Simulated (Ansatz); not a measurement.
Find the missing element

Cell vectors (Å):

```
0.0000 2.6485 2.6485
2.6485 0.0000 2.6485
2.6485 2.6485 0.0000
```

| atom | a | b | c |
| --- | --- | --- | --- |
| Zn | 0.7500 | 0.7500 | 0.7500 |
| X | 0.0000 | 0.0000 | 0.0000 |

These are results of LDA, PAW on Ansatz 0.2.0's default frozen-core files (fitted under PBE), scalar-relativistic, not measurements. k mesh 8×8×8, strains of ±0.008, fixed occupations.

Elastic constants of a crystal by Kohn-Sham DFT: slopes of the stress over finite engineering strains of the given cell, Voigt indices, Cartesian axes as in the cell vectors.

```tsv
index	elastic (GPa)
11	116.7
12	71.4
44	52.1
```

Task: All X atoms are one element. Which one was computed?

Result: S; the crystal is ZnS (F-43m).

Limits of these numbers: frozen-core PAW files fitted under PBE, their cores solved anew for the functional of the run; constants at zero field, no piezoelectric stiffening.
